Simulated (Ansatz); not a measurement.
NaCoO$_{2}$ in space group R-3m (No. 166; Na on 3a, Co on 3b, O on 6c), the program Ansatz at the PBEsol level (PAW), all energies at zero smearing, with the estimated change up to a 700 eV cutoff added, with one set of potentials and settings (totals compare only within such a set). Cell of 4 atoms (1 Na, 1 Co, 2 O): -7690.917 eV.

```tsv
element	reference phase	E (eV/atom)
Na	P6_3/mmc, 2 atoms in the cell	-1475.8697
Co	P6_3/mmc, 2 atoms in the cell, spin-polarised	-5092.9959
O	C2/m, 4 atoms in the cell, spin-polarised	-558.3554
```

Formation energy per atom, worked out: (-7690.917 − 1×(-1475.8697) − 1×(-5092.9959) − 2×(-558.3554))/4 = -1.335 eV/atom (-129 kJ per mol of atoms), at 0 K, without zero-point energy or fitted corrections.

The first step of the workflow began from a Materials Project structure, measured or hypothetical; the Crystallography Open Database copy checked does not list it. Its standing as an ambient phase is unchecked. Symmetry was held in the PBEsol relaxation; whether a distortion lowers the energy is not shown. The run is not spin-polarised. No Hubbard U is applied. The references are the lowest solids computed at this level, not always the standard phases (solids in place of the gases).

Potentials: the later of the program's two PAW sets.
